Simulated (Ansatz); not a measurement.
Consider the following.

Relaxed TiTe2 (CdI2 type):

```
CELL_PARAMETERS angstrom
      7.39463     0.00000     0.00000
     -1.84866     3.20197     0.00000
      0.00000     0.00000     6.38398
ATOMIC_POSITIONS crystal
  Ti 0.00000 0.00000 0.00000
  Ti 0.50000 0.00000 0.00000
  Te 0.16667 0.66667 0.27110
  Te 0.66667 0.66667 0.27110
  Te 0.33333 0.33333 0.72890
  Te 0.83333 0.33333 0.72890
```

In each cell atom 3 (Te, nearest neighbour Ti at 2.748 Å; its periodic images, 3.7 Å or more away, move with it) moves by s·(0.577, 0.577, 0.577) (along Cartesian [111]), the rest being held.

Method: PBE-D3(BJ) (plane waves to 420 eV, PAW, scalar-relativistic; Ansatz, an electronic-structure program). k mesh 6×12×6 (Γ-centred), Fermi-Dirac smearing 0.05 eV. Energies are smeared free energies. With partly filled bands, energies and forces of such displacements shift with the k mesh and the smearing. Spin-orbit coupling is left out, though Te is heavy. TiTe2 is run without spin polarisation. TiTe2 was relaxed with its symmetry unable to fall. The zero of ΔE is the undisplaced structure.

The scan covers s from -0.550 to 0.550 Å in 11 points.

Is this a single well or a double well?

A single well with its minimum at or next to zero displacement.

Is the energy the same for displacements of ±0.550 Å, and if not, which side lies higher?

Not even: the negative side lies higher at ±0.550 Å. With its periodic images moving along, the atom's site symmetry in this cell is m.

What is the energy change at s = 0.550 Å?

808 meV/cell.

What force acts on the atom along the line at s = -0.550 Å?

5.53 eV/Å.

What is the force constant k = d²E/ds² of this move at s = 0?

6.83 eV/Å².

(A displaced cell: forces are minus the slopes of the energy, force constants its curvatures, and phonons follow from these.)
